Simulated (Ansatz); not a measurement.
**Sensitivity of the gradients in WS2 with an S vacancy to the input**

Cell: a supercell of WS2 (space group P6_3/mmc) built from a COD entry (the entry's cell lengths or inner coordinates differ somewhat from later room-temperature determinations), with all atoms left at the host's positions.

```cif
data_structure
_symmetry_space_group_name_H-M 'P 1'
_symmetry_Int_Tables_number 1
_cell_length_a 9.5400
_cell_length_b 9.5400
_cell_length_c 12.5000
_cell_angle_alpha 90.000
_cell_angle_beta 90.000
_cell_angle_gamma 120.000
_cell_volume 985.23
loop_
_atom_site_label
_atom_site_type_symbol
_atom_site_fract_x
_atom_site_fract_y
_atom_site_fract_z
_atom_site_occupancy
W1 W 0.11111 0.22222 0.25000 1
W2 W 0.11111 0.55556 0.25000 1
W3 W 0.11111 0.88889 0.25000 1
W4 W 0.44444 0.22222 0.25000 1
W5 W 0.44444 0.55556 0.25000 1
W6 W 0.44444 0.88889 0.25000 1
W7 W 0.77778 0.22222 0.25000 1
W8 W 0.77778 0.55556 0.25000 1
W9 W 0.77778 0.88889 0.25000 1
W10 W 0.22222 0.11111 0.75000 1
W11 W 0.22222 0.44444 0.75000 1
W12 W 0.22222 0.77778 0.75000 1
W13 W 0.55556 0.11111 0.75000 1
W14 W 0.55556 0.44444 0.75000 1
W15 W 0.55556 0.77778 0.75000 1
W16 W 0.88889 0.11111 0.75000 1
W17 W 0.88889 0.44444 0.75000 1
W18 W 0.88889 0.77778 0.75000 1
S19 S 0.11111 0.55556 0.62500 1
S20 S 0.11111 0.88889 0.62500 1
S21 S 0.44444 0.22222 0.62500 1
S22 S 0.44444 0.55556 0.62500 1
S23 S 0.44444 0.88889 0.62500 1
S24 S 0.77778 0.22222 0.62500 1
S25 S 0.77778 0.55556 0.62500 1
S26 S 0.77778 0.88889 0.62500 1
S27 S 0.22222 0.11111 0.12500 1
S28 S 0.22222 0.44444 0.12500 1
S29 S 0.22222 0.77778 0.12500 1
S30 S 0.55556 0.11111 0.12500 1
S31 S 0.55556 0.44444 0.12500 1
S32 S 0.55556 0.77778 0.12500 1
S33 S 0.88889 0.11111 0.12500 1
S34 S 0.88889 0.44444 0.12500 1
S35 S 0.88889 0.77778 0.12500 1
S36 S 0.11111 0.22222 0.87500 1
S37 S 0.11111 0.55556 0.87500 1
S38 S 0.11111 0.88889 0.87500 1
S39 S 0.44444 0.22222 0.87500 1
S40 S 0.44444 0.55556 0.87500 1
S41 S 0.44444 0.88889 0.87500 1
S42 S 0.77778 0.22222 0.87500 1
S43 S 0.77778 0.55556 0.87500 1
S44 S 0.77778 0.88889 0.87500 1
S45 S 0.22222 0.11111 0.37500 1
S46 S 0.22222 0.44444 0.37500 1
S47 S 0.22222 0.77778 0.37500 1
S48 S 0.55556 0.11111 0.37500 1
S49 S 0.55556 0.44444 0.37500 1
S50 S 0.55556 0.77778 0.37500 1
S51 S 0.88889 0.11111 0.37500 1
S52 S 0.88889 0.44444 0.37500 1
S53 S 0.88889 0.77778 0.37500 1
```

Sites (sets of like atoms) are named by element and the number of their first atom in this list.

Reference run. The numbers come from a DFT calculation in Ansatz (PBE, plane waves and PAW, scalar-relativistic, collinear spin, 420 eV cutoff, Γ-centred 3×3×2 k-points, Fermi–Dirac smearing 0.01 eV, cell charge +1). Start moments as typed (μB): 0 0 0 0 0 0 0 0 0 0.5 0.5 0 0 0 0 0.5 0 0 0 0 0 0 0 0 0 0 0 0 0 0 0 0 0 0 0 0 0 0 0 0 0 0 0 0 0 0 0 0 0 0 0 0 0 by atom.

**Question.** The input is changed as follows: `hamiltonian.pseudopotentials`: {kind: paw} → {kind: paw, source: jth}; `scf.mixing.preconditioner`: not typed → kerker; `scf.n_extra_bands`: not typed → 1. What happens to V_zz (10²¹ V/m²) and η?

**Answer.** 

```
site  atom  V_zz reference  η reference  V_zz changed  η changed
  W1     1          -16.82         0.00        -16.27       0.00
  W2     2          -16.87         0.00        -16.33       0.00
  W6     6          -16.77         0.00        -16.23       0.00
  W8     8          -16.78         0.00        -16.24       0.00
 W10    10           -22.2         0.39         -22.2       0.43
 W12    12          -16.00         0.11        -15.46       0.11
 W14    14          -17.85         0.05        -17.30       0.05
 S19    19           -4.00         0.36         -4.04       0.36
 S23    23           -4.29         0.00         -4.33       0.00
 S25    25           -4.61         0.00         -4.65       0.00
 S36    36           -3.79         0.00         -3.86       0.00
 S37    37           -4.98         0.50         -5.02       0.50
```

The largest change of V_zz is on W1, from -16.82 to -16.27. In per cent, |V_zz| changes by -3 to 0 on W, +1 to +2 on S (all sites that start above 2). The table leaves out 8 of the 20 sites, with |V_zz| up to 4.71; their tensors move by 0.05 at most along any direction. The statements above cover all sites. The cutoff that the program takes moves with it, from 420 to 1290 eV. The changed run reads another set of PAW files. SCF iterations: 17 and 15. New warnings: moment headroom below auto, radial quadrature taken, slots ram shed, subspace factor ram capped.

On the reference run: The defect repeats with the cell of 53 atoms, so it feels its images: sites between two images don't show the values beside a lone defect, and zeros or small values of η there can come from the images' arrangement. S and W carry a gradient in the pure host already, so the values there aren't the defect's effect alone. A uniform background compensates the cell's charge. The defect cell has no gap above 0.1 eV on its mesh, so the values can hang on the smearing and the k-mesh. Without spin–orbit coupling the gradients at and beside W can be off by some per cent, at some sites by more. The start moments die out, and the run ends without spin. The neighbours have not yet relaxed around the defect (largest force 0.83 eV/Å), so a real crystal will differ.
